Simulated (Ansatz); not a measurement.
A geometry of Zn away from equilibrium: step 2 of the relaxation of a relaxed Zn cell displaced along its unstable phonon at q = (½, 0, 0) of its primitive reciprocal cell (79i cm⁻¹), largest move 0.15 Å. Computed with r2SCAN (plane waves to 500 eV, PAW, scalar-relativistic; Ansatz, a first-principles code). Γ-centred k-mesh 15×15×15 on the run's cell (coarser than for final values), Fermi–Dirac smearing 0.05 eV.

```
Zn
1.0
   -3.00694     3.06481     3.06481
    1.50347    -1.55947     1.55947
    1.50347     1.55947    -1.55947
Zn
2
Direct
  0.00000   0.95423   0.04577
  0.50000   0.04577   0.95423
```

What forces act on the atoms (eV/Å)?


```json
[
 {"atom": "Zn1", "Fx": "0.00", "Fy": "0.15", "Fz": "-0.15"},
 {"atom": "Zn2", "Fx": "0.00", "Fy": "-0.15", "Fz": "0.15"}
]
```

What is the pressure?

-0.3 GPa, compression positive.

No spin polarisation in the result.

The run could not lose the symmetry of its start.

Of the parent cell (Im-3m (No. 229)): it is a generated cell of Zn: the first start was made by placing the elements on the sites of a structure type, and the end was not matched to a known phase here, so it may be hypothetical. Known forms of Zn include space group No. 194.
